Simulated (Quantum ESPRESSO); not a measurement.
Band energies of KScMo$_{2}$O$_{8}$

```
CELL_PARAMETERS angstrom
      5.88499     0.00000     0.00000
     -2.94250     5.09655     0.00000
      0.00000     0.00000     7.40487
ATOMIC_POSITIONS crystal
  O  0.32900 0.16450 0.82808
  O  0.67100 0.83550 0.17192
  O  0.83550 0.16450 0.82808
  O  0.16450 0.83550 0.17192
  O  0.83550 0.67100 0.82808
  O  0.16450 0.32900 0.17192
  O  0.33333 0.66667 0.48437
  O  0.66667 0.33333 0.51563
  K  0.00000 0.00000 0.50000
  Sc 0.00000 0.00000 0.00000
  Mo 0.33333 0.66667 0.24818
  Mo 0.66667 0.33333 0.75182
```

norm-conserving LDA (Quantum ESPRESSO, 84 Ry, no spin-orbit coupling); path ΓMKΓALHA,LM,KH; energies in eV from the valence-band maximum.

```csv
k (1/Å),point,band 44,band 45,band 46,band 47,band 48,band 49,band 50,band 51
0.00,Γ,-0.29,-0.27,-0.20,-0.20,0.00,3.40,3.40,4.27
0.21,,-0.37,-0.31,-0.21,-0.13,-0.08,3.52,3.60,4.16
0.41,,-0.57,-0.42,-0.30,-0.27,-0.05,3.69,4.03,4.10
0.62,M,-0.61,-0.60,-0.41,-0.37,-0.03,3.68,4.26,4.30
0.62,K,-0.66,-0.62,-0.30,-0.24,-0.24,3.85,4.11,4.11
0.79,,-0.67,-0.48,-0.39,-0.19,-0.16,3.84,3.97,4.21
0.97,,-0.52,-0.38,-0.24,-0.14,-0.14,3.73,3.83,4.08
1.15,,-0.33,-0.32,-0.17,-0.17,-0.06,3.50,3.55,4.18
1.33,Γ,-0.29,-0.27,-0.20,-0.20,0.00,3.40,3.40,4.27
1.54,,-0.42,-0.27,-0.15,-0.15,0.00,3.44,3.44,4.27
1.75,A,-0.54,-0.26,-0.14,-0.14,0.00,3.49,3.49,4.27
1.96,,-0.51,-0.42,-0.18,-0.13,-0.07,3.57,3.68,4.12
2.16,,-0.48,-0.37,-0.33,-0.32,-0.13,3.71,4.01,4.10
2.37,L,-0.55,-0.46,-0.43,-0.25,-0.19,3.72,4.07,4.36
2.55,,-0.63,-0.44,-0.40,-0.29,-0.21,3.81,4.09,4.18
2.72,H,-0.63,-0.62,-0.37,-0.26,-0.26,3.90,4.09,4.09
2.87,,-0.55,-0.53,-0.36,-0.28,-0.22,3.88,3.98,4.18
3.01,,-0.48,-0.43,-0.36,-0.22,-0.18,3.81,3.90,4.12
3.15,,-0.48,-0.45,-0.25,-0.13,-0.13,3.65,3.81,4.05
3.29,,-0.52,-0.36,-0.16,-0.12,-0.04,3.53,3.58,4.19
3.44,A,-0.54,-0.26,-0.14,-0.14,0.00,3.49,3.49,4.27
3.44,L,-0.55,-0.46,-0.43,-0.25,-0.19,3.72,4.07,4.36
3.58,,-0.54,-0.52,-0.39,-0.34,-0.12,3.71,4.12,4.33
3.72,,-0.59,-0.56,-0.40,-0.37,-0.05,3.69,4.21,4.31
3.86,M,-0.61,-0.60,-0.41,-0.37,-0.03,3.68,4.26,4.30
3.86,K,-0.66,-0.62,-0.30,-0.24,-0.24,3.85,4.11,4.11
4.29,H,-0.63,-0.62,-0.37,-0.26,-0.26,3.90,4.09,4.09
```

The LDA gap is direct, 3.40 eV at Γ. Another valence extremum on the path lies within 0.02 eV, too close to call.

Spin-orbit splittings are left out.

Geometry of the Materials Project entry, not relaxed at this level.

The structure is a Materials Project entry; no match was found in the copy of COD used, and its stability was not checked.
